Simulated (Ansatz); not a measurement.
An Ansatz (a program for electronic structure) run. Input:

Ansatz 0.2 input:
```yaml
crystal:
  lattice:
    - [0.0, 2.3738197245, 2.3738197245]
    - [2.3738197245, 0.0, 2.3738197245]
    - [2.3738197245, 2.3738197245, 0.0]
  atoms:
    - { symbol: Sb, position: [0.0, 0.0, 0.0] }
kpoints:
  mp_grid: { grid: [31, 31, 31] }
hamiltonian:
  xc: r2scan
  dispersion: d4
  pseudopotentials: { kind: paw }
scf:
  occupations: { method: fermi_dirac, width: 0.1 }
elastic: { mode: relaxed_ion, stencil: two_point, amplitude: 0.005, f_tol: 0.0005 }
```

Output (shortened):

```
Pseudopotential: Sb, paw, valence charge 15
Functional definition: r2SCAN
Crystal: 1 atoms, lattice volume = 26.753 Å³
Basis set: ecut = 500 eV, 645 PW (Γ), exchange–correlation on 100×100×100 points (64 copies of the dense FFT grid, shifted against one another)
Bands: 12, of which v1, the nominal top of the filled ones, is band 8 counted from 1 (7 counted from 0)
Symmetry: 48 space group operations
Space group: Fm-3m (ITA 225), of the structure as read, at distance tolerance 3.0e-5 Å
k-points: 816 of 29791
SCF 1 converged in 9 iterations: F = -6498.850240 eV  dr2 = 4.67e-14
Crystal: 1 atoms, lattice volume = 26.753 Å³
SCF 2 converged in 2 iterations: F = -6498.850240 eV  dr2 = 1.46e-14
Crystal: 1 atoms, lattice volume = 26.619 Å³
Symmetry: 16 space group operations
k-points: 2176 of 29791
SCF 3 converged in 8 iterations: F = -6498.850191 eV  dr2 = 9.54e-15
Crystal: 1 atoms, lattice volume = 26.887 Å³
Basis set: ecut = 500 eV, 685 PW (Γ), exchange–correlation on 100×100×100 points (64 copies of the dense FFT grid, shifted against one another)
SCF 4 converged in 7 iterations: F = -6498.850129 eV  dr2 = 1.35e-14
Crystal: 1 atoms, lattice volume = 26.753 Å³
Basis set: ecut = 500 eV, 657 PW (Γ), exchange–correlation on 100×100×100 points (64 copies of the dense FFT grid, shifted against one another)
Symmetry: 8 space group operations
k-points: 4096 of 29791
SCF 5 converged in 8 iterations: F = -6498.850252 eV  dr2 = 9.33e-14
Crystal: 1 atoms, lattice volume = 26.753 Å³
SCF 6 converged in 5 iterations: F = -6498.850252 eV  dr2 = 6.47e-14
SCF converged after 2 iterations
Free energy (F): -6498.850240 eV
Harris-Foulkes:  -6498.850240 eV  (|F-HF|=4.55e-12)
Internal energy: -6498.827778 eV  (E = F + TS)
E sigma→0 (E₀):  -6498.839009 eV
Entropy (-TS):   -0.022462 eV (-22.462 meV/atom)
Fermi energy:    11.750857 eV
--- Per-component energies (eV) ---
  E_band       = -153.517508
  E_kinetic    = 205.813557
  E_local      = -1428.373701  (includes V_loc(G=0)·N_el)
  E_nonlocal   = 362.183777
  E_hartree    = 653.703845
  E_xc         = -127.201169
  E_vxc        = -102.860005  (∫ρ·V_xc dr)
  E_paw        = -4600.851803  (= ΣΔE_a)
  E_vpaw       = -504.772540  (= ΣTr[D̂ρ^β])
  E_aug_tail   = -0.000001  (compensation charges beyond the density's cutoff)
  E_vtau       = 7.083716  (kinetic-family band-sum trace: ∫τ·v_τ [+ j·A + Jᵃ·Aᵃ] dr)
  E_ewald      = -1564.418229
  E_disp       = -0.190091  (pairwise vdW)
  E_core_change = 0.506037  (= ΣΔE_core)
  E_smearing   = -0.022462  (= −TS)
  E_closure    = 0.000000  (closes the sum)
  Σ components = -6498.850240   (vs F -6498.850240, Δ=0.00e0)
--- Forces (eV/Å), atoms counted from 1 ---
  atom   1  Sb     0.00000000     0.00000000     0.00000000
  max |Σ_I F_I| component: 0.0 eV/Å
--- Stress (GPa, compression-positive) ---
       -0.038744       0.000000       0.000000
        0.000000      -0.038744       0.000000
        0.000000       0.000000      -0.038744
  P = ⅓ Tr σ = -0.0387 GPa (-0.387 kbar)
--- Band table (eV; the first three rows and the last of 816) ---
  k-point 0: bands = ["-18.4642", "-18.4642", "-18.4642", "-18.4223", "-18.4223", "-1.9042", "17.4163", "17.4163", "17.4163", "22.6278", "22.7074", "22.7074"]
  k-point 1: bands = ["-18.4641", "-18.4637", "-18.4637", "-18.4223", "-18.4223", "-1.8822", "17.1867", "17.3847", "17.3847", "22.0808", "22.7625", "22.7625"]
  k-point 2: bands = ["-18.4638", "-18.4622", "-18.4622", "-18.4223", "-18.4223", "-1.8162", "16.5724", "17.2948", "17.2948", "21.6786", "22.9202", "22.9202"]
  k-point 815: bands = ["-18.4504", "-18.4397", "-18.4332", "-18.4022", "-18.3633", "4.2014", "8.1999", "8.4015", "10.2434", "21.7614", "23.1955", "23.7434"]
--- Elastic constants: 2 strain directions × 2 members + reference (group order 48) ---
  dense FFT box of the reference and of every strained cell: 25×25×25
  strains applied: 11, 23; error gains: componentwise 1.00 (the most a stress slope's error grows in a printed constant), spectral 1.73 (1 for all six strains …
  pairwise dispersion correction: d4 (s6 = 1.0, s8 = 0.6018749, s9 = 1.0, a1 = 0.51559235, a2_bohr = 5.77342911), with the weights of each atom's references …
  C = ∂σ_k/∂η_j (tension-positive GPa; Voigt order 11 22 33 23 13 12):
        38.542     75.940     75.940      0.000      0.000      0.000
        75.940     38.542     75.940      0.000      0.000      0.000
        75.940     75.940     38.542      0.000      0.000      0.000
         0.000      0.000      0.000     -5.343      0.000      0.000
         0.000      0.000      0.000      0.000     -5.343      0.000
         0.000      0.000      0.000      0.000      0.000     -5.343
  reference stress σ⁰ (GPa):      0.039      0.039      0.039      0.000      0.000      0.000
  moduli (Voigt/Reuss/Hill, GPa): K = 63.47/63.47/63.47   G = -10.69/-7.48/-9.08   E = -28.61   ν = 0.575
  mechanically stable: NO (min eigenvalue of sym C = -37.40 GPa)
  strain η (Voigt 11):  stress-route row diagonal C_11 = 38.54 GPa, energy-path curvature d²(F+E_count+ΔE)/dδ²/Ω₀ = 38.52 GPa
         δ    σ_11 (GPa)             F (eV)   n_scf  n_hpsi   n_pw
    -5.000e-3      -0.1577       -6498.8501914       8  548915    692   relax 0 steps, max|allowed force component| 0.00e0 eV/Å
     5.000e-3       0.2277       -6498.8501289       7  568239    697   relax 0 steps, max|allowed force component| 0.00e0 eV/Å
  strain η (Voigt 23):  stress-route row diagonal C_44 = -5.34 GPa, energy-path curvature d²(F+E_count+ΔE)/dδ²/Ω₀ = -5.35 GPa
         δ    σ_23 (GPa)             F (eV)   n_scf  n_hpsi   n_pw
    -5.000e-3       0.0267       -6498.8502517       8  1054401    692   relax 0 steps, max|allowed force component| 0.00e0 eV/Å
     5.000e-3      -0.0267       -6498.8502517       5  826129    692   relax 0 steps, max|allowed force component| 0.00e0 eV/Å
```

Cost: very roughly 10 core-minutes on shared cores.

The workflow started from an entry of the Crystallography Open Database (COD), which files this formula under 5 space groups. It is not the phase usual at ambient conditions (space group No. 166). Symmetry was held in the r²SCAN+D4 relaxation. At this level the phase is mechanically unstable. As this level gives no gap, shear constants depend on the k-mesh and smearing (Fermi–Dirac, 0.1 eV here). Scalar-relativistic: spin–orbit coupling is off unless named, which matters more the heavier the elements.

Potentials: the later of the program's two PAW sets.

Ansatz is a plane-wave DFT program.
